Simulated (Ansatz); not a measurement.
## YCl₂, a known structure type with other elements, at an estimated volume

```
CELL_PARAMETERS angstrom
6.30074 0.00000 0.00000
0.00000 6.49259 0.00000
0.00000 0.00000 4.24088
ATOMIC_POSITIONS crystal
Y 0.00000 0.00000 0.00000
Y 0.50000 0.50000 0.50000
Cl 0.27500 0.32500 0.00000
Cl 0.72500 0.67500 0.00000
Cl 0.77500 0.17500 0.50000
Cl 0.22500 0.82500 0.50000
```

Single point in Ansatz 0.2.0 with PBE, no spin polarisation. Cutoff 420 eV, PAW datasets, 6×5×8 Γ-centred k mesh, fermi-dirac filling (width 0.1 eV).

(1) Metal or insulator?

(2) What does the stress say?

(3) Are the atoms at rest?

(4) How is the charge shared?

(5) What do density and ELF say about some of the short contacts?

Origin: a known structure type with other elements, at an estimated volume, so it need not be a known compound. Caveats: many states at the Fermi level without spin polarisation, so a magnetic state may lie lower.

## Answers

(1) It is a metal, with about 7.1 states/eV a cell as the mean within 0.25 eV of the Fermi level, mostly Y d (88 %).

(2) The pressure is -1.8 GPa (compression positive), so with the atoms held at these fractions the cell would first shrink. The principal stresses -4.4, -0.7, -0.2 GPa differ, so its shape would change too.

(3) Nearly at rest: the largest force is 0.034 eV/Å.

(4) Bader charges in e: Y +1.72, Cl -0.86. In the mean Y gives up most and Cl takes most.

(5) Y–Cl at 2.73 Å: least valence density 0.25 e/Å³ and ELF 0.13 there. Both are smooth PAW fields, read partly inside the augmentation spheres.
